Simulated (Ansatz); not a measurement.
## Fields on a plane of Gd (hcp, Mg type)

```xyz
2
Lattice="3.6392 0.0000 0.0000 -1.8196 3.1517 0.0000 0.0000 0.0000 5.9092" Properties=species:S:1:pos:R:3 pbc="T T T"
Gd     0.0000     2.1011     4.4319
Gd     1.8196     1.0506     1.4773
```

The slice is a (1 -1 0 0) plane (indices of the conventional cell) through the point (0.333, 0.667, 0.750) (fractional), spanned by u = [110] and v = [001] in vectors of this cell: u (3.64 Å) and v (5.91 Å, at 90° to u). It covers one period; positions are fractions (u, v).

Atoms on it: Gd at (0.00, 0.00).

Level of theory: r2SCAN (plane waves to 500 eV, PAW, scalar-relativistic; Ansatz, a quantum-chemistry and plane-wave program). k mesh 15×15×8. Inside the PAW spheres the values are not all-electron values, and peaks at nuclei hang on which shells count as valence. Gd was relaxed with its symmetry unable to fall. Relaxed Gd ends ferromagnetic. The magnetic order is the one the run started from; other orders were not tried. The filling of the f shell was not checked against other fillings, so treat energies with care.

```
|%#=.             .=#|
|+=:               :=|
|..                 .|
|                    |
|                    |
|                    |
|                    |
|                    |
|                    |
|                    |
|                    |
|                    |
|                    |
|                    |
|                    |
|                    |
|                    |
|                    |
|                    |
|                    |
|                    |
|                    |
|                    |
|                    |
|                    |
|                    |
|                    |
|                    |
|..                 .|
|+=:               :=|
|%#=.             .=#|
|@%+:             :+%|
```
Scale: ten equal steps from 0.01 (start of ' ') to 15.61 (end of '@'), in the order ' .:-=+*#%@'. Values: spin density, up minus down in e/Å³. The map has 20 points along u (one character each, u = 0 at the left) and 32 along v (v = 0 in the bottom row). 

```
|xxxxxx .+###+. xxxxx|
|xxxxxx :+#%#+: xxxxx|
|xxxxx  =*%%%*=  xxxx|
|xxxx  :+#%@%#+:  xxx|
|xxx  .=#%@@@%#=.  xx|
|    :=*%@@@@@%*=:   |
|.::=+*#%@@@@@%#*+=::|
|++**##%%@@@@@%%##**+|
|###%%%%%%%%%%%%%%%##|
|@@%%%%%##***##%%%%%@|
|@@@@%##*+===+*##%@@@|
|@@@%#*+=-:.:-=+*#%@@|
|@@@%#+=:     :=+#%@@|
|@@@%*=:       :=*%@@|
|@@%#*=.       .=*#%@|
|@@%#*-.       .-*#%@|
|@@%#*=.       .=*#%@|
|@@@%*=:       :=*%@@|
|@@@%#+=:     :=+#%@@|
|@@@%#*+=-:.:-=+*#%@@|
|@@@@%##*+===+*##%@@@|
|@@%%%%%##***##%%%%%@|
|###%%%%%%%%%%%%%%%##|
|++**##%%@@@@@%%##**+|
|.::=+*#%@@@@@%#*+=::|
|    :=*%@@@@@%*=:   |
|xxx  .=#%@@@%#=.  xx|
|xxxx  :+#%@%#+:  xxx|
|xxxxx  =*%%%*=  xxxx|
|xxxxxx :+#%#+: xxxxx|
|xxxxxx .+###+. xxxxx|
|xxxxxx .=*#*=. xxxxx|
```
Scale: ten equal steps from -1.00 (start of ' ') to 7.78 (end of '@'), in the order ' .:-=+*#%@'. Values: electrostatic potential energy of an electron, from the cell's mean, in eV. The map has 20 points along u (one character each, u = 0 at the left) and 32 along v (v = 0 in the bottom row). Points within 1 Å of a nucleus are blanked (x), as the pseudised field means little there. Values under -1 eV are set to -1. The zero, the cell's mean, hangs on the PAW cores.

* **Density on the Gd–Gd line (3.64 Å) at its midpoint**: 0.10 e/Å³
* **ELF at that point**: 0.20
